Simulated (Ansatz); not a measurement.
Crystals of one space group, with the same sites and like axis ratios (I4_1md), relaxed and computed with PBE in the plane-wave PAW code Ansatz.

```json
[
 {"crystal": "VGe", "a (Å)": "…", "V (Å³/atom)": "…", "spin order, net moment (μB/atom)": "…", "ΔH_f (eV/atom)": "…"},
 {"crystal": "CrGe", "a (Å)": "3.283", "V (Å³/atom)": "14.13", "spin order, net moment (μB/atom)": "moments vanished", "ΔH_f (eV/atom)": "0.17"},
 {"crystal": "FeGe", "a (Å)": "3.245", "V (Å³/atom)": "13.60", "spin order, net moment (μB/atom)": "antiferromagnetic; net 0.00", "ΔH_f (eV/atom)": "0.04"},
 {"crystal": "GeMo", "a (Å)": "3.439", "V (Å³/atom)": "16.24", "spin order, net moment (μB/atom)": "not spin-polarised", "ΔH_f (eV/atom)": "-0.05"},
 {"crystal": "TaGe", "a (Å)": "3.477", "V (Å³/atom)": "18.09", "spin order, net moment (μB/atom)": "not spin-polarised", "ΔH_f (eV/atom)": "-0.02"},
 {"crystal": "GeW", "a (Å)": "3.445", "V (Å³/atom)": "16.31", "spin order, net moment (μB/atom)": "not spin-polarised", "ΔH_f (eV/atom)": "0.21"}
]
```

### Question
What belongs in the gaps?

### Answer

- VGe, a (Å): 3.329
- VGe, V (Å³/atom): 15.66
- VGe, spin order, net moment (μB/atom): ferromagnetic; net 0.19
- VGe, ΔH_f (eV/atom): 0.01

Spin orders computed, not proven ground states: VGe, I4_1md (V on 4a, Ge on 4a) ferromagnetic; FeGe, I4_1md (Fe on 4a, Ge on 4a) antiferromagnetic. Constructed cells (a structure type filled with these elements, in neither database checked): VGe, I4_1md (V on 4a, Ge on 4a); CrGe, I4_1md (Cr on 4a, Ge on 4a); FeGe, I4_1md (Fe on 4a, Ge on 4a); GeMo, I4_1md (Mo on 4a, Ge on 4a); TaGe, I4_1md (Ta on 4a, Ge on 4a); GeW, I4_1md (W on 4a, Ge on 4a). Began spin-polarised and lost the moments: CrGe, I4_1md (Cr on 4a, Ge on 4a). All cells were relaxed under the symmetry of their starts (and spin orders); stability against distortions was not tested throughout. Cells of antiferromagnets are given as chemical subcells. Rows with no word on spin ran without spin polarisation. Scalar-relativistic: spin–orbit coupling is off unless named, which matters more the heavier the elements.

Potentials: the later of the program's two PAW sets.

Formation energies count from the lowest solids of the elements computed at the same level, not from gases.
